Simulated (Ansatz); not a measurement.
The elements of this relaxed trial crystal are hidden behind letters.

```
lattice vectors (Å)
   4.5620   -1.7156    0.0000
   4.5620    1.7156    0.0000
  -0.8352    0.0000    7.5861
fractional positions
X 0.4420 0.4420 0.7890
X 0.5580 0.5580 0.2110
Z 0.2910 0.2910 0.4021
Z 0.7090 0.7090 0.5979
Z 0.0000 0.0000 0.5000
Q 0.0000 0.0000 0.0000
```

The calculation used Ansatz 0.2.0, DFT PBE, scalar-relativistic, plane waves, PAW. Plane waves to 420 eV, a 12×12×6 mesh through Γ for the 6-atom cell and 0.10 eV Gaussian smearing; no spin polarisation.

```
Space group                                : C2/m (No. 12)
Conventional cell                          : a = 9.124 Å, b = 3.431 Å, c = 7.632 Å, β = 96.3°
Volume per atom                            : 19.79 Å³
Density                                    : 3.89 g/cm³
Energy over the elements                   : −1.09 eV/atom
Gap on the 12×12×6 mesh of the 6-atom cell : 0 eV (a metal)
```

Energies are uncorrected and count from the elements' standard states at the same level.

Task: X is a d-block element of period 5, Z is a p-block element of period 3 and Q is a p-block element of period 2. Which elements are they?

Result: X = Y, Z = Si, Q = O, so the formula is Y2Si3O. Density times volume gives a mean mass of 3.89 × 19.79/1.6605 = 46.4 u per atom, and this set has 46.3 u. Y is surrounded by 2 O at 2.37 Å and 6 Si at 2.89–3.12 Å; Si on a site of symmetry m is surrounded by 2 Si at 2.45 Å, 2 Si at 2.61 Å, 1 Si at 2.84 Å and 4 Y at 2.97–3.12 Å; O is surrounded by 4 Y at 2.37 Å; 1 more site not described. Other sets within the hints have nearly the same mass, so mass alone doesn't settle it; this one was computed.

This cell was reached by moving the atoms of another relaxed cell at random and relaxing again, last within the group found; it had no such test of its own.
